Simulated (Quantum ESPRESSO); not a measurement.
**Kohn-Sham bands of Ir (fcc (Cu type))**

```yaml
crystal:
  lattice:
    - [0.00000, 1.92697, 1.92697]
    - [1.92697, 0.00000, 1.92697]
    - [1.92697, 1.92697, 0.00000]
  atoms:
    - { symbol: Ir, position: [0.00000, 0.00000, 0.00000] }
```

Structure: Materials Project mp-101, symmetrised, not relaxed again. This is the element's usual structure. Level: PBEsol, spinors with spin-orbit coupling; pw.x of Quantum ESPRESSO at 55 Ry with PseudoDojo potentials, 10×10×10 k-points, Wannier90. Density: 18×18×18 mesh, cold smearing 0.01 Ry.

Task: List the Kohn-Sham levels between −8 and 3.0 eV relative to the Fermi level at the high-symmetry points, as a band run of pw.x on that density gives them (levels within 2 meV counted together).

Result: 
```tsv
point	k (reciprocal lattice)	levels (eV)
Γ	0.000 0.000 0.000	-4.29 (×4), -3.46 (×2), -1.12 (×4)
X	0.500 0.000 0.500	-7.94 (×2), -7.38 (×2), 0.63 (×2), 1.04 (×2), 1.26 (×2), 1.94 (×2)
U	0.625 0.250 0.625	-7.00 (×2), -6.07 (×2), -3.09 (×2), -0.96 (×2), 0.60 (×2)
K	0.375 0.375 0.750	-7.00 (×2), -6.07 (×2), -3.09 (×2), -0.96 (×2), 0.60 (×2)
L	0.500 0.500 0.500	-4.49 (×2), -3.62 (×2), -1.04 (×2), 0.54 (×2), 1.14 (×2)
W	0.500 0.250 0.750	-6.33 (×2), -5.03 (×2), -4.97 (×2), -1.80 (×2), 1.41 (×2)
```
